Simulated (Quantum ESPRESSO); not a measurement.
## In2Ga2Hf3Pd (input and log of a self-consistent run)

A calculation, not a measurement. The program is pw.x of Quantum ESPRESSO 7.5 (plane-wave density functional theory). The cell is made up: eight metal atoms on a hexagonal close-packed lattice, with elements, volume, strain and displacements drawn at random and not relaxed, so it may be unstable or far from any real phase. PseudoDojo standard norm-conserving files set the functional (PBE unless stated); there is no spin polarisation or spin-orbit coupling, the Fermi-Dirac width of 0.25 eV means electrons at about 2900 K, and the masses in the input are unused placeholders. Heavy elements are run without spin-orbit coupling, which real alloys of them have. A spin test at this wide smearing found no moment, but such smearing suppresses magnetism that the real alloy may have.

Input:

```
&control calculation='scf', pseudo_dir='./dojo.nc.sr.pbe.v0_5.standard.upf', outdir='./o', disk_io='minimal', tprnfor=.true., tstress=.true. /
&system ibrav=0, nat=8, ntyp=4, nbnd=66, ecutwfc=82.02448710, nosym=.true., tot_charge=0,
 occupations='smearing', smearing='fd', degauss=0.0183746611
/
&electrons conv_thr=1.470e-08, electron_maxstep=70, mixing_beta=0.5 /
ATOMIC_SPECIES
Ga 1.0 Ga.upf
Hf 1.0 Hf.upf
In 1.0 In.upf
Pd 1.0 Pd.upf
CELL_PARAMETERS angstrom
0.0302 -0.0439 5.2282
6.2324 -0.0055 0.0372
-3.1209 5.441 -0.0653
ATOMIC_POSITIONS angstrom
In -0.0047 0.0269 -0.0089
Ga -1.6023 2.7636 -0.0073
Hf 3.1365 -0.0018 0.066
Ga 1.5495 2.7133 0.0056
Hf 0.0054 1.786 2.6417
In -1.5213 4.5164 2.5704
Hf 3.1747 1.7692 2.5415
Pd 1.5806 4.578 2.6078
K_POINTS automatic
5 4 4 1 1 1
```

The log is shortened where brackets say so; the opening notice, blank lines, dates and the lines on written files are dropped, and the path of the files is cut. It prints rydbergs, bohrs and kilobars, and counts compression as positive stress. Its total energy is the free energy E - TS of the whole cell.

```
     Program PWSCF v.7.5
     Parallel version (MPI & OpenMP), running on       4 processor cores
     Number of MPI processes:                 4
     Threads/MPI process:                     1
     [start-up lines left out]
     bravais-lattice index     =            0
     lattice parameter (alat)  =       9.8804  a.u.
     unit-cell volume          =    1195.6848 (a.u.)^3
     number of atoms/cell      =            8
     number of atomic types    =            4
     number of electrons       =       106.00
     number of Kohn-Sham states=           66
     kinetic-energy cutoff     =      82.0245  Ry
     charge density cutoff     =     328.0979  Ry
     scf convergence threshold =      1.5E-08
     mixing beta               =       0.5000
     number of iterations used =            8  plain     mixing
     Exchange-correlation= PBE
                           (   1   4   3   4   0   0   0)
     [axes and pseudopotential details left out]
   Cartesian axes
     site n.     atom                  positions (alat units)
         1        In     tau(   1) = (  -0.0008989   0.0051449  -0.0017022  )
         2        Ga     tau(   2) = (  -0.3064567   0.5285675  -0.0013962  )
         3        Hf     tau(   3) = (   0.5998885  -0.0003443   0.0126232  )
         4        Ga     tau(   4) = (   0.2963581   0.5189471   0.0010711  )
         5        Hf     tau(   5) = (   0.0010328   0.3415912   0.5052528  )
         6        In     tau(   6) = (  -0.2909646   0.8638089   0.4916160  )
         7        Hf     tau(   7) = (   0.6071947   0.3383781   0.4860885  )
         8        Pd     tau(   8) = (   0.3023063   0.8755905   0.4987691  )
     number of k points=    40  Fermi-Dirac smearing, width (Ry)=  0.0184
                       cart. coord. in units 2pi/alat
        k(    1) = (   0.1044223   0.1812242   0.1009237), wk =   0.0500000
        k(    2) = (   0.1046223   0.4215980   0.1029409), wk =   0.0500000
     [further k points left out]
     Dense  grid:   119935 G-vectors     FFT dimensions: (  60,  72,  72)
     Estimated max dynamical RAM per process >     366.32 MB
     Estimated total dynamical RAM >       1.35 GB
     Initial potential from superposition of free atoms
     starting charge     105.9811, renormalised to     106.0000
     Starting wfcs are   75 randomized atomic wfcs
     total cpu time spent up to now is        5.7 secs
     per-process dynamical memory:   268.5 Mb
     Self-consistent Calculation
     iteration #  1     ecut=    82.02 Ry     beta= 0.50
     Davidson diagonalization with overlap
     ethr =  1.00E-02,  avg # of iterations =  2.6
     total cpu time spent up to now is       17.2 secs
     total energy              =   -1176.38170512 Ry
     estimated scf accuracy    <       7.54120457 Ry
     iteration #  2     ecut=    82.02 Ry     beta= 0.50
     Davidson diagonalization with overlap
     ethr =  7.11E-03,  avg # of iterations =  3.0
     total cpu time spent up to now is       28.8 secs
     total energy              =   -1180.47013323 Ry
     estimated scf accuracy    <      18.36977809 Ry
     iteration #  3     ecut=    82.02 Ry     beta= 0.50
     Davidson diagonalization with overlap
     ethr =  7.11E-03,  avg # of iterations =  2.0
     total cpu time spent up to now is       40.7 secs
     total energy              =   -1181.33291408 Ry
     estimated scf accuracy    <       2.77148192 Ry
     iteration #  4     ecut=    82.02 Ry     beta= 0.50
     Davidson diagonalization with overlap
     ethr =  2.61E-03,  avg # of iterations =  2.0
     total cpu time spent up to now is       50.6 secs
     total energy              =   -1181.20893071 Ry
     estimated scf accuracy    <       0.98190137 Ry
     iteration #  5     ecut=    82.02 Ry     beta= 0.50
     Davidson diagonalization with overlap
     ethr =  9.26E-04,  avg # of iterations =  5.6
     total cpu time spent up to now is       62.2 secs
     total energy              =   -1181.25203110 Ry
     estimated scf accuracy    <       0.14079494 Ry
     [iterations 6 to 11 left out]
     iteration # 12     ecut=    82.02 Ry     beta= 0.50
     Davidson diagonalization with overlap
     ethr =  3.99E-07,  avg # of iterations =  2.0
     total cpu time spent up to now is      142.1 secs
     total energy              =   -1181.28347507 Ry
     estimated scf accuracy    <       0.00000395 Ry
     iteration # 13     ecut=    82.02 Ry     beta= 0.50
     Davidson diagonalization with overlap
     ethr =  3.72E-09,  avg # of iterations =  5.5
     total cpu time spent up to now is      156.4 secs
     total energy              =   -1181.28347519 Ry
     estimated scf accuracy    <       0.00000435 Ry
     iteration # 14     ecut=    82.02 Ry     beta= 0.50
     Davidson diagonalization with overlap
     ethr =  3.72E-09,  avg # of iterations =  2.0
     total cpu time spent up to now is      167.7 secs
     total energy              =   -1181.28347596 Ry
     estimated scf accuracy    <       0.00000052 Ry
     iteration # 15     ecut=    82.02 Ry     beta= 0.50
     Davidson diagonalization with overlap
     ethr =  4.89E-10,  avg # of iterations =  2.0
     total cpu time spent up to now is      178.4 secs
     total energy              =   -1181.28347604 Ry
     estimated scf accuracy    <       0.00000003 Ry
     iteration # 16     ecut=    82.02 Ry     beta= 0.50
     Davidson diagonalization with overlap
     ethr =  2.61E-11,  avg # of iterations =  4.1
     total cpu time spent up to now is      189.5 secs
     End of self-consistent calculation
     [lines on levels left out]
!    total energy              =   -1181.28347604 Ry
     estimated scf accuracy    <          2.9E-09 Ry
     smearing contrib. (-TS)   =      -0.09489096 Ry
     internal energy E=F+TS    =   -1181.18858508 Ry
     The total energy is F=E-TS. E is the sum of the following terms:
     one-electron contribution =    -372.56089395 Ry
     hartree contribution      =     253.15230448 Ry
     xc contribution           =    -291.37971329 Ry
     ewald contribution        =    -770.40028231 Ry
     convergence has been achieved in  16 iterations
     Forces acting on atoms (cartesian axes, Ry/au):
     atom    1 type  3   force =    -0.01312623   -0.01208530    0.00333627
     atom    2 type  1   force =     0.00412548   -0.01897546   -0.00401415
     atom    3 type  2   force =     0.01418538    0.00256503   -0.01604883
     atom    4 type  1   force =     0.00183855   -0.00387304   -0.00035597
     atom    5 type  2   force =     0.00423681    0.01592282   -0.00263177
     atom    6 type  3   force =     0.00503760   -0.00566879    0.00192465
     atom    7 type  2   force =    -0.01094821    0.02071267    0.01970876
     atom    8 type  4   force =    -0.00534939    0.00140208   -0.00191895
     Total force =     0.050177     Total SCF correction =     0.000146
     Computing stress (Cartesian axis) and pressure
          total   stress  (Ry/bohr**3)                   (kbar)     P=      -83.32
  -0.00052342   0.00000490  -0.00002217          -77.00        0.72       -3.26
   0.00000490  -0.00059578   0.00003399            0.72      -87.64        5.00
  -0.00002217   0.00003399  -0.00058004           -3.26        5.00      -85.33
     init_run     :      5.16s CPU      5.39s WALL (       1 calls)
     electrons    :    182.35s CPU    183.80s WALL (       1 calls)
     forces       :      2.11s CPU      2.17s WALL (       1 calls)
     stress       :      8.02s CPU      8.19s WALL (       1 calls)
     [timing details left out]
     PWSCF        :   3m17.93s CPU   3m19.86s WALL
     JOB DONE.
```

In other units: free energy -16072.180 eV for the cell, pressure -8.33 GPa, largest force component 0.533 eV/Å in size. The run took 202 s of wall time with four MPI processes on a shared machine (Intel Xeon, 2023 or later, virtual cores), so the time is rough. A rerun of this cell at a higher cutoff and on a denser mesh moved values by no more than 0.012 eV in energy, 0.12 GPa in stress and 0.010 eV/Å in force, and a second program with other atomic files agreed on that cell to 2 % rms in force and 0.5 GPa in pressure.